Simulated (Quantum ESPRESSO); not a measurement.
# Planted mistakes on one cell of Al7GaN8

Calculated results; nothing here was measured. They come from pw.x of Quantum ESPRESSO 7.5, a plane-wave density functional program, with PseudoDojo standard norm-conserving files (v0.5 for PBE, v0.4.1 for LDA and PBEsol). The cells are made up: elements, strain and atom displacements were drawn at random, and nothing was relaxed. There is no spin polarisation, spin-orbit coupling or dispersion term.

The cell has 16 sites of a wurtzite lattice (rectangular cell, doubled along c). Sites 1 to 8 hold Al Al Al Al Al Al Ga Al; sites 9 to 16 hold N N N N N N N N. Cell vectors in Å: (3.066, 0.000, 0.000); (0.000, 5.310, 0.000); (0.000, 0.000, 10.013). Settings: PBE, cutoff 1143 eV, 7 x 4 x 2 k mesh shifted by half a step, Fermi-Dirac smearing of 0.025 eV.

The intended run has a self-consistency threshold of 1e-07 eV, a smearing term of 0.000 eV, a pressure of 19.09 GPa and 15 iterations. Each further run changes one thing: all lengths scaled by 0.9867; atoms of sites 7 and 16 exchanged; cutoff 841 eV; files of LDA; k mesh 1 x 1 x 1; one electron added; threshold 0.05 eV. A coarse mesh keeps the shift, and a charged cell sits in a uniform background.

```
run  change of free energy (eV)  smearing term -TS (eV)  change of P (GPa)  largest change of a force component (eV/Å)  iterations
  A                      12.511                  -0.009              14.89                                       0.808          16
  B                      -7.021                   0.000              -3.86                                       1.906          15
  C                       0.009                   0.000               1.42                                       0.239           7
  D                       0.978                   0.000              10.94                                       0.840          15
  E                      21.104                  -0.014              21.72                                      10.651          19
  F                       0.734                   0.000              -7.05                                       0.026          15
  G                      -7.026                   0.000             -10.66                                       0.453          15
```

A rerun of the intended cell at 1437 eV and k mesh 9 x 6 x 4 moved values by no more than 0.005 eV in the cell's energy, 0.04 GPa in stress and 0.002 eV/Å in force.

Question: which change belongs to which run?

## Worked reading

Run C has the fewest iterations, as a run stopped early does. Run D changes the volume by a factor of 0.9606; minus its pressure change over the logarithm of that factor, 272 GPa, is a rough bulk modulus with clamped atoms. Energies from files of another functional, or of a charged cell, have another zero and say nothing on stability; the pressure of a charged cell rests on the program's zero of potential too.

## Key

| run | change |
| --- | --- |
| A | one electron added |
| B | k mesh 1 x 1 x 1 |
| C | threshold 0.05 eV |
| D | all lengths scaled by 0.9867 |
| E | atoms of sites 7 and 16 exchanged |
| F | cutoff 841 eV |
| G | files of LDA |